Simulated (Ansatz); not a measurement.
input.yaml (Ansatz)

```yaml
crystal:
  lattice:
    - [3.1890901194, 0.0, 0.0]
    - [0.0, 3.1890901194, 0.0]
    - [0.0, 0.0, 3.1890901194]
  atoms:
    - { symbol: Te, position: [0.0, 0.0, 0.0] }
hamiltonian:
  xc: r2scan0
  pseudopotentials:
    kind: paw
    azcp:
      Te: "pseudopotentials/Te.paw.azcp"
basis:
  ecutwfc: 500
  fft_grid_basis: typed
kpoints:
  mp_grid: { grid: [5, 5, 5], shift: [0, 0, 0] }
magnetization:
  spin_polarized: false
scf:
  occupations: { method: fermi_dirac, width: 0.1 }
output:
  write_density: true
  write_potential: true
  elf: true
  volumetric_format: npy
```

and its output:

```
Engine: ansatz 0.2.0, aarch64-unknown-linux-gnu
Pseudopotentials: kind: paw
Pseudopotential: Te, paw, valence charge 16, recommended cutoff 500 eV (meta_gga) 
Functional definition: r2SCAN0
  parameter a = 0.25
  parameter k0 = 0.174
  parameter k1 = 0.065
  parameter a1 = 4.9479
  exchange = (1 - a)*r2scan_x(k0 = k0, k1 = k1, a1 = a1) + a*exact_x
  correlation = r2scan_c
Crystal: 1 atoms, lattice volume = 32.434 Å³
Basis set: ecut = 500 eV, 799 PW (Γ), exchange–correlation on 96×96×96 points (64 copies of the dense FFT grid, shifted against one another)
Bands: 12, of which v1, the nominal top of the filled ones, is band 8 counted from 1 (7 counted from 0)
Symmetry: 48 space group operations
Space group: Pm-3m (ITA 221), of the structure as read, at distance tolerance 3.2e-5 Å
k-points: 10 of 125
Non-local potential: Te, projectors of the file, l = 0: 2, l = 1: 2, l = 2: 2, l = 3: 2
PAW form: soft (Blöchl's): semilocal exchange-correlation on the pseudo side does not see the compensation charge
PAW frozen core: Te, regenerated for the run's functional, and the local potential with it (the file was generated under x = pbe(κ = 0.804, μ = 0.2195149727645171), c = pbe(β = 0.06672455060314922))
PAW one-centre angular grid: Te, 590 points (default); XC on 160 Gauss nodes
Initial density: superposition of atomic densities (neutral atoms: chi_scale 0, normalization atom), corrected by the library's trained network
Initial wavefunctions: pseudopotential atomic-orbital guess
Functional: x = r2scan, c = r2scan; τ floored in thin density (d = 2e-4 eV/Å³), warm-up for x = 0.75 r2scan + 0.25 exact, c = r2scan; τ floored in thin density (d = 2e-4 eV/Å³)
SCF iter   1: F=—  HF=-6994.577827 eV  |F-HF|=—  |Δ(HF+E_count)|=         —  Δρ=3.24e-3  dr2=2.20e-3  dr2_τ=1.83e-4  ethr=1.77e-3  ⟨swp⟩=11.0  Hψ=593  notcnv=0
SCF iter   2: F=—  HF=-6994.582425 eV  |F-HF|=—  |Δ(HF+E_count)|=   4.60e-3  Δρ=1.75e-3  dr2=4.72e-4  dr2_τ=2.22e-5  ethr=1.37e-5  ⟨swp⟩=3.5  Hψ=313  notcnv=0  defer=2
iter 3 solved again at ethr=1.57e-7 eV; its pass at ethr=2.95e-6 eV (dr2=2.51e-5 eV) is discarded
SCF iter   3: F=—  HF=-6994.582832 eV  |F-HF|=—  |Δ(HF+E_count)|=   4.06e-4  Δρ=4.07e-4  dr2=2.50e-5  dr2_τ=9.32e-7  ethr=1.57e-7  ⟨swp⟩=2.8  Hψ=432  notcnv=0
SCF iter   4: F=—  HF=-6994.582859 eV  |F-HF|=—  |Δ(HF+E_count)|=   2.75e-5  Δρ=1.72e-5  dr2=6.22e-8  dr2_τ=2.31e-9  ethr=1.56e-7  ⟨swp⟩=2.0  Hψ=431  notcnv=0
SCF iter   5: F=—  HF=-6994.582859 eV  |F-HF|=—  |Δ(HF+E_count)|=   2.84e-8  Δρ=2.89e-6  dr2=3.62e-9  dr2_τ=4.10e-11  ethr=3.89e-10  ⟨swp⟩=3.1  Hψ=234  notcnv=0
SCF iter   6: F=-6994.582859 eV  HF=-6994.582859 eV  |F-HF|=4.18e-11  |Δ(HF+E_count)|=  9.66e-10  Δρ=4.87e-7  dr2=1.25e-10  dr2_τ=2.71e-12  ethr=2.26e-11  ⟨swp⟩=3.1  Hψ=276  notcnv=0  defer=1
SCF 1 converged in 6 iterations: F = -6994.582859 eV  dr2 = 1.25e-10
Initial density: handed on by an earlier stage of this run
Initial wavefunctions: those handed on with the density
Functional: x = 0.75 r2scan + 0.25 exact, c = r2scan; τ floored in thin density (d = 2e-4 eV/Å³)
Frozen-core exchange: fock
iter 1 solved again at ethr=7.69e-6 eV; its pass at ethr=1.00e-1 eV (dr2=1.23e-3 eV) is discarded
SCF iter   1: F=—  HF=-6994.390066 eV  |F-HF|=—  |Δ(HF+E_count)|=         —  Δρ=2.33e-3  dr2=1.71e-3  dr2_τ=2.09e-5  ethr=7.69e-6  ⟨swp⟩=5.5  Hψ=643  notcnv=0
SCF iter   2: F=—  HF=-6994.391911 eV  |F-HF|=—  |Δ(HF+E_count)|=   1.84e-3  Δρ=1.42e-3  dr2=4.81e-4  dr2_τ=4.89e-6  ethr=7.69e-6  ⟨swp⟩=2.4  Hψ=204  notcnv=0
SCF iter   3: F=—  HF=-6994.391807 eV  |F-HF|=—  |Δ(HF+E_count)|=   1.04e-4  Δρ=1.76e-4  dr2=9.19e-6  dr2_τ=1.21e-6  ethr=3.00e-6  ⟨swp⟩=2.7  Hψ=210  notcnv=0
SCF iter   4: F=-6994.391808 eV  HF=-6994.391809 eV  |F-HF|=1.00e-6  |Δ(HF+E_count)|=   2.44e-6  Δρ=5.64e-5  dr2=1.34e-6  dr2_τ=1.78e-8  ethr=4.53e-8  ⟨swp⟩=4.2  Hψ=351  notcnv=0  defer=1
SCF 2 stopped early in 4 iterations: F = -6994.391808 eV  dr2 = 1.34e-6
hybrid outer 1: dexx = +2.426e-3 eV, tail = 2.17e-5 eV
Frozen-core exchange: fock
SCF iter   1: F=—  HF=-6994.391767 eV  |F-HF|=—  |Δ(HF+E_count)|=         —  Δρ=2.53e-5  dr2=1.65e-7  dr2_τ=7.16e-9  ethr=6.80e-7  ⟨swp⟩=4.5  Hψ=279  notcnv=0
SCF iter   2: F=-6994.391767 eV  HF=-6994.391767 eV  |F-HF|=1.03e-8  |Δ(HF+E_count)|=   3.54e-7  Δρ=1.48e-5  dr2=5.26e-8  dr2_τ=1.55e-9  ethr=9.33e-10  ⟨swp⟩=4.3  Hψ=359  notcnv=0  defer=2
SCF 3 converged in 2 iterations: F = -6994.391767 eV  dr2 = 5.26e-8
hybrid outer 2: dexx = +1.685e-7 eV, tail = 1.12e-7 eV, Δε = 1.91e-3 eV (about 2.78e-4 eV left of the loop's levels)
hybrid SCF converged: 2 outer / 6 inner (+6 warm-up), last move |dexx| = 1.69e-7 eV, tail = 1.12e-7 eV
Stability not checked: this state was not tested for a lower state beside it, because the functional holds exact exchange (a hybrid, or Hartree-Fock), whose exchange loop this test does not read (fock_operator; see scf.lower_state_search)
Free energy (F): -6994.391767 eV
Frozen-core exchange: fock
Harris-Foulkes:  -6994.391767 eV  (|F-HF|=1.03e-8)
Internal energy: -6994.379758 eV  (E = F + TS)
E sigma→0 (E₀):  -6994.385763 eV
Entropy (-TS):   -0.012009 eV (-12.009 meV/atom)
Fermi energy:    8.619915 eV
--- Per-component energies (eV) ---
  E_band       = -305.573184
  E_kinetic    = 179.120960
  E_local      = -1200.583646  (includes V_loc(G=0)·N_el)
  E_nonlocal   = -311.881580
  E_hartree    = 779.428798
  E_xc         = -89.194928
  E_vxc        = -85.067982  (∫ρ·V_xc dr)
  E_exx        = -51.389196  (= α·E_x^exact, valence–valence)
  E_paw        = -4660.106888  (= ΣΔE_a)
  E_vpaw       = -347.766980  (= ΣTr[D̂ρ^β])
  E_aug_tail   = -0.000039  (compensation charges beyond the density's cutoff)
  E_vtau       = 4.533224  (kinetic-family band-sum trace: ∫τ·v_τ [+ j·A + Jᵃ·Aᵃ] dr)
  E_ewald      = -1639.833860
  E_core_change = 0.060621  (= ΣΔE_core)
  E_smearing   = -0.012009  (= −TS)
  E_closure    = -0.000000  (closes the sum)
  Σ components = -6994.391767   (vs F -6994.391767, Δ=-9.09e-13)
--- Band table (eV; the first three rows and the last of 10) ---
  k-point 0: bands = ["-32.0248", "-32.0248", "-31.9454", "-31.9454", "-31.9454", "-6.7877", "10.9832", "10.9832", "10.9832", "16.4162"]
  k-point 1: bands = ["-32.0241", "-32.0000", "-31.9525", "-31.9525", "-31.9446", "-6.2578", "6.4342", "11.4582", "11.4582", "16.9015"]
  k-point 2: bands = ["-32.0228", "-31.9636", "-31.9636", "-31.9601", "-31.9431", "-5.0408", "2.4212", "12.4205", "12.4205", "18.1019"]
  k-point 9: bands = ["-31.9815", "-31.9814", "-31.9814", "-31.9244", "-31.9244", "-1.3132", "5.4622", "5.4622", "5.9278", "14.8707"]
  guard bands above this table: 2 of the run's 12 bands. The solve was not asked for them (output.publish_guard_bands: true or output.eigenvalues: true publishes all)
```

Command:

```sh
ansatz run input.yaml --threads 4 --pin off --max-ram 8192MiB --backend cpu --events-out ev --progress --plain --runs-dir out
```

On 4 threads of Arm Neoverse V1 (shared host) this took about 4.9 s of wall time and 12 s of CPU time, with 0.89 GiB at the peak.
